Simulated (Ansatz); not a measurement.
A plane-wave DFT run in Ansatz 0.2.0 (scalar-relativistic PAW potentials unless the input names others): input and command.

```yaml
crystal:
  lattice:
    - [3.4612022787, 0.0, 0.0]
    - [0.0, 3.4612022787, 0.0]
    - [0.0, 0.0, 13.9519823234]
  atoms:
    - { symbol: Si, position: [0.0, 0.0, 0.0110577659] }
    - { symbol: Ni, position: [0.0, 0.5, 0.1261309016] }
    - { symbol: Ni, position: [0.5, 0.0, 0.1285273221] }
    - { symbol: Ni, position: [0.5, 0.5, -0.0018019058] }
    - { symbol: Si, position: [0.0, 0.0, 0.254957147] }
    - { symbol: Ni, position: [0.0, 0.5, 0.3752215646] }
    - { symbol: Ni, position: [0.5, 0.0, 0.3734361178] }
    - { symbol: Ni, position: [0.5, 0.5, 0.2507475889] }
    - { symbol: Ni, position: [0.0, 0.0, 0.5015638822] }
    - { symbol: Ni, position: [0.0, 0.5, 0.6242524111] }
    - { symbol: Si, position: [0.5, 0.0, 0.620042853] }
    - { symbol: Ni, position: [0.5, 0.5, 0.4997784354] }
    - { symbol: Ni, position: [0.0, 0.0, 0.7464726779] }
    - { symbol: Ni, position: [0.0, 0.5, 0.8768019058] }
    - { symbol: Si, position: [0.5, 0.0, 0.8639422341] }
    - { symbol: Ni, position: [0.5, 0.5, 0.7488690984] }
basis:
  ecutwfc: 420
kpoints:
  mp_grid: { grid: [10, 10, 3] }
hamiltonian:
  xc: pbesol
scf:
  occupations: { method: gaussian, width: 0.1 }
  convergence: { dr2_threshold: 1.0e-11 }
output:
  forces: true
  eigenvalues: true
  stress: true
```

```bash
ansatz run input.yaml --threads 4 --pin off --max-ram 11264MiB --backend cpu --events-out ev --progress --plain --runs-dir out
```

Abridged log:
```
Basis set: ecut = 420 eV, 3235 PW (Γ), exchange–correlation on 48×48×192 points (8 copies of the dense FFT grid, shifted against one another)
Bands: 140, of which v1, the nominal top of the filled ones, is band 116 counted from 1 (115 counted from 0)
Symmetry: 8 space group operations
k-points: 72 of 300
SCF iter   1: F=—  HF=-72153.019767 eV  |F-HF|=—  |Δ(HF+E_count)|=         —  Δρ=2.36e-2  dr2=1.44e0  ethr=1.77e-3  ⟨swp⟩=5.0  Hψ=34342  notcnv=0  defer=144
SCF iter   2: F=—  HF=-72152.940504 eV  |F-HF|=—  |Δ(HF+E_count)|=   7.93e-2  Δρ=7.45e-3  dr2=4.85e-1  ethr=6.20e-4  ⟨swp⟩=2.0  Hψ=12124  notcnv=0  defer=1115
SCF iter   3: F=—  HF=-72152.926092 eV  |F-HF|=—  |Δ(HF+E_count)|=   1.44e-2  Δρ=2.59e-3  dr2=1.49e-1  ethr=2.09e-4  ⟨swp⟩=1.0  Hψ=8979  notcnv=0  defer=1115
SCF iter   4: F=—  HF=-72152.921322 eV  |F-HF|=—  |Δ(HF+E_count)|=   4.77e-3  Δρ=1.17e-3  dr2=1.62e-2  ethr=6.44e-5  ⟨swp⟩=1.1  Hψ=9011  notcnv=0  defer=1115
SCF iter   5: F=—  HF=-72152.920618 eV  |F-HF|=—  |Δ(HF+E_count)|=   7.04e-4  Δρ=6.56e-4  dr2=4.64e-4  ethr=6.98e-6  ⟨swp⟩=1.5  Hψ=9289  notcnv=0  defer=1115
SCF iter   6: F=—  HF=-72152.920587 eV  |F-HF|=—  |Δ(HF+E_count)|=   3.08e-5  Δρ=2.04e-4  dr2=2.49e-4  ethr=2.00e-7  ⟨swp⟩=2.0  Hψ=16600  notcnv=0  defer=1115
SCF iter   7: F=—  HF=-72152.920581 eV  |F-HF|=—  |Δ(HF+E_count)|=   5.31e-6  Δρ=5.06e-5  dr2=2.16e-5  ethr=1.08e-7  ⟨swp⟩=1.0  Hψ=8965  notcnv=0  defer=1115
SCF iter   8: F=—  HF=-72152.920544 eV  |F-HF|=—  |Δ(HF+E_count)|=   3.72e-5  Δρ=1.80e-5  dr2=1.75e-6  ethr=9.33e-9  ⟨swp⟩=1.2  Hψ=9277  notcnv=0  defer=1115
SCF iter   9: F=—  HF=-72152.920552 eV  |F-HF|=—  |Δ(HF+E_count)|=   7.29e-6  Δρ=5.88e-6  dr2=4.97e-8  ethr=7.56e-10  ⟨swp⟩=2.0  Hψ=11078  notcnv=0  defer=1115
SCF iter  10: F=—  HF=-72152.920552 eV  |F-HF|=—  |Δ(HF+E_count)|=   9.76e-9  Δρ=3.01e-6  dr2=1.92e-8  ethr=2.14e-11  ⟨swp⟩=2.0  Hψ=17204  notcnv=0  defer=1115
SCF iter  11: F=—  HF=-72152.920552 eV  |F-HF|=—  |Δ(HF+E_count)|=   1.40e-9  Δρ=1.01e-6  dr2=2.78e-9  ethr=8.26e-12  ⟨swp⟩=2.3  Hψ=14209  notcnv=0  defer=1115
SCF iter  12: F=—  HF=-72152.920552 eV  |F-HF|=—  |Δ(HF+E_count)|=  2.33e-10  Δρ=3.99e-7  dr2=1.91e-10  ethr=1.20e-12  ⟨swp⟩=2.2  Hψ=12627  notcnv=0  defer=1115
SCF iter  13: F=—  HF=-72152.920552 eV  |F-HF|=—  |Δ(HF+E_count)|=  2.91e-11  Δρ=1.05e-7  dr2=1.50e-11  ethr=1.00e-12  ⟨swp⟩=1.0  Hψ=8965  notcnv=0  defer=1115
SCF iter  14: F=-72152.920552 eV  HF=-72152.920552 eV  |F-HF|=4.37e-11  |Δ(HF+E_count)|=  1.46e-11  Δρ=3.84e-8  dr2=3.69e-12  ethr=1.00e-12  ⟨swp⟩=10.2  Hψ=52896  notcnv=0
SCF 1 converged in 14 iterations: F = -72152.920552 eV  dr2 = 3.69e-12
SCF converged after 14 iterations
Free energy (F): -72152.920552 eV
Harris-Foulkes:  -72152.920552 eV  (|F-HF|=4.37e-11)
Internal energy: -72152.874199 eV  (E = F + TS)
E sigma→0 (E₀):  -72152.897375 eV
Entropy (-TS):   -0.046353 eV (-2.897 meV/atom)
Fermi energy:    18.131330 eV
--- Forces (eV/Å), atoms counted from 1 ---
  atom   1  Si     0.00000000     0.00000000    -0.00363060
  atom   2  Ni     0.00000000     0.00000000     0.00225401
  atom   3  Ni     0.00000000     0.00000000     0.00836831
  atom   4  Ni     0.00000000     0.00000000    -0.00900344
  atom   5  Si     0.00000000     0.00000000     0.00806528
  atom   6  Ni     0.00000000     0.00000000     0.00471885
  atom   7  Ni     0.00000000     0.00000000     0.00066352
  atom   8  Ni     0.00000000     0.00000000    -0.00022960
  atom   9  Ni     0.00000000     0.00000000    -0.00066352
  atom  10  Ni     0.00000000     0.00000000     0.00022960
  atom  11  Si     0.00000000     0.00000000    -0.00806528
  atom  12  Ni     0.00000000     0.00000000    -0.00471885
  atom  13  Ni     0.00000000     0.00000000    -0.00836831
  atom  14  Ni     0.00000000     0.00000000     0.00900344
  atom  15  Si     0.00000000     0.00000000     0.00363060
  atom  16  Ni     0.00000000     0.00000000    -0.00225401
--- Stress (GPa, compression-positive) ---
        0.438764       0.000000       0.000000
        0.000000      -0.742896       0.000000
        0.000000       0.000000       0.021180
  P = ⅓ Tr σ = -0.0943 GPa (-0.943 kbar)
```

Apart from outputs, empty bands and the relaxation, which only the reference makes, the input differs from a reference run on usual settings in scf.convergence.dr2_threshold: not typed → 1e-11. The reference, at the same geometry, ended its own course with pressure -0.09 GPa, largest force 0.009 eV/Å, no gap on the mesh. This run converged in 14 SCF iterations with an energy at zero smearing within 0.01 meV/atom of the reference's, pressure -0.09 GPa, largest force 0.009 eV/Å, no gap on the mesh.

It took 65 s on 4 threads of Intel(R) Xeon(R) Processor @ 2.50GHz (Skylake/Cascade Lake) (shared host), peak memory 1.6 GiB.